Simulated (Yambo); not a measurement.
G0W0@PBEsol for Sr2OsH6 (space group Fm-3m, No. 225) in Yambo. Reference settings: 4×4×4 Γ-centred k mesh, bands 5 to 159 and a 7 Ry block in the screening, 159 bands in G with the Bruneval-Gonze terminator, plasmon pole fitted at 27.2 eV. The PBEsol gap Γ → X on this mesh is 2.32 eV; G0W0 gaps are taken between the same points.

With and without the terminator, as bands are cut:

| bands in G (in W) | gap, terminator (eV) | gap, none (eV) | valence shift, terminator (eV) | valence shift, none (eV) |
|---|---|---|---|---|
| 41 (41) | 3.638 | 3.624 | 0.070 | 0.433 |
| 61 (61) | 3.603 | 3.572 | -0.144 | 0.198 |
| 90 (90) | 3.615 | 3.576 | -0.311 | -0.022 |
| 123 (123) | 3.627 | 3.588 | -0.415 | -0.180 |
| 159 (159) | 3.634 | 3.599 | -0.473 | -0.290 |

Over this range the gap spans 0.035 eV with the terminator and 0.052 eV without, the valence shift 0.543 eV and 0.723 eV. Neither column has reached its limit for certain.

Spin-orbit coupling is not included.

Geometry of the Materials Project entry, not relaxed at this level; primitive cell a = 5.3914 Å, b = 5.3914 Å, c = 5.3914 Å, α = 60.00°, β = 60.00°, γ = 60.00°.

The structure is a Materials Project entry; no match was found in the copy of COD used, and its stability was not checked.

A shift is the quasiparticle energy of the state minus its PBEsol energy.
